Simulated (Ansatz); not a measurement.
MgI₂ (CdI2 type), relaxed with r²SCAN+D4 (Ansatz, an electronic-structure program, plane waves, PAW): a = b = 4.1648 Å, c = 6.9742 Å, α = β = 90.00°, γ = 120.00°.

| Quantity | Value |
|---|---|
| gap (eV) | 4.17 |
| ΔH_f (eV/atom) | -1.23 |

The same phase is relaxed and computed with r²SCAN in the same code. What are the cell and these values now?

a = b = 4.1863 Å, c = 7.1746 Å, α = β = 90.00°, γ = 120.00°.

- gap (eV): 4.23
- ΔH_f (eV/atom): -1.23

Weakly bound layers, chains or molecules computed without a dispersion correction, so cells and soft constants are ill determined: MgI2, CdI2 type with r²SCAN. All cells were relaxed under the symmetry of their starts (and spin orders); stability against distortions was not tested throughout. Scalar-relativistic: spin–orbit coupling is off unless named, which matters more the heavier the elements.

Potentials: the later of the program's two PAW sets.

Ansatz is a plane-wave DFT program.

Formation energies count from the lowest solids of the elements computed at the same level, not from gases.
